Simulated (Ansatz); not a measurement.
# AlNi (CsCl type), energy over volume and axial ratio

AlNi (CsCl type), conventional cell a = 2.8930 Å, b = 2.8930 Å, c = 2.8930 Å, α = 90.00°, β = 90.00°, γ = 90.00°. The calculation uses the primitive cell of 2 atoms, to which meshes and values per cell refer.

Grid over V/V₀ and (c/a)/(c/a)₀, subscript 0 meaning the relaxed cell; the conventional c axis lies along z; no internal relaxation.

These are PBE (plane waves to 420 eV, PAW, scalar-relativistic; Ansatz, an electronic-structure program) values and carry that method's errors. k mesh 16×16×16 (Γ-centred), Fermi-Dirac smearing 0.05 eV. Energies are smeared free energies. Compression counts positive. With partly filled bands, the response to shear is sensitive to the k mesh, so small differences along c/a are uncertain. AlNi is run without spin polarisation. AlNi was relaxed with its symmetry unable to fall. The zero of ΔE is the relaxed starting cell.

ΔE (kJ/mol of atoms), with V/V₀ across and (c/a)/(c/a)₀ down:

```tsv
(c/a)/(c/a)₀ \ V/V₀	0.960	0.973	0.987	1.000	1.013	1.027	1.040
0.880	5.2	4.5	4.0	3.8	3.8	4.0	4.3
0.920	2.6	2.0	1.6	1.5	1.5	1.8	2.2
0.960	1.4	0.8	0.5	0.4	0.4	0.7	1.2
1.000	1.0	0.4	0.1	0.0	0.1	0.4	0.9
1.040	1.3	0.7	0.4	0.3	0.3	0.6	1.1
1.080	2.0	1.4	1.0	0.9	1.0	1.3	1.7
1.120	2.9	2.3	1.9	1.8	1.8	2.1	2.5
```

σzz (GPa), with V/V₀ across and (c/a)/(c/a)₀ down:

```csv
(c/a)/(c/a)₀ \ V/V₀,0.960,0.973,0.987,1.000,1.013,1.027,1.040
0.880,19.0,16.0,13.1,10.5,8.0,5.7,3.5
0.920,13.5,10.7,8.1,5.6,3.3,1.2,-0.8
0.960,9.9,7.3,4.8,2.5,0.3,-1.7,-3.5
1.000,7.1,4.6,2.2,0.0,-2.1,-4.0,-5.7
1.040,5.2,2.8,0.5,-1.6,-3.6,-5.4,-7.2
1.080,4.1,1.7,-0.6,-2.7,-4.6,-6.4,-8.1
1.120,3.7,1.3,-1.0,-3.1,-5.0,-6.8,-8.5
```

Read from the data:

| Quantity | Result |
|---|---|
| Lowest place on the grid | V/V₀ = 1.000, (c/a)/(c/a)₀ = 1.000 (0 meV/atom) |
| Highest place on the grid | V/V₀ = 0.960, (c/a)/(c/a)₀ = 0.880 (54 meV/atom) |

(A scan under strain: stresses follow from slopes of the energy per volume, elastic moduli from its curvatures.)
